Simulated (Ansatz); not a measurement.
MoS2:
Space group P6₃/mmc (No. 194); a = b = 3.1278 Å, c = 12.1993 Å, α = β = 90.00°, γ = 120.00°

| atom | site | symmetry | x | y | z |
|---|---|---|---|---|---|
| Mo | 2b | -6m2 | 0.0000 | 0.0000 | 0.2500 |
| S | 4f | 3m. | 0.3333 | 0.6667 | 0.1229 |

Relaxed with LDA.

Task: Decompose the optical modes at the zone centre into irreducible representations, and say which are infrared and Raman allowed.

Result: Point group 6/mmm: Γ_opt = A1g + A2u + 2B1g + B2u + E1g + E1u + 2E2g + E2u. Infrared: A2u, E1u. Raman: A1g, E1g, E2g.

Task: Assign frequencies (DFPT, LDA in the plane-wave PAW code Ansatz; without the LO–TO term).

Result: E2g 25, B1g 44, E2u 288, E1g 289, E1u 389, E2g 390, B2u 410, A1g 414, A2u 472, B1g 477 cm⁻¹.

Subscripts of B labels follow the axes of the standard setting.

Space group P6_3/mmc. The first step of the workflow began from a Materials Project structure, measured or hypothetical. Its sites differ from those of the usual phase in this space group: another stacking or structure type. The cell was relaxed with LDA under the symmetry of its start; whether a distortion lowers the energy is not shown. The run is not spin-polarised. A crystal of weakly bound layers computed without a dispersion correction: the cell and the soft elastic constants depend strongly on that.

Potentials: the earlier of the program's two PAW sets. The files were generated under PBE; for other functionals the program regenerates the frozen cores, and for LDA and PBEsol the local potential too.
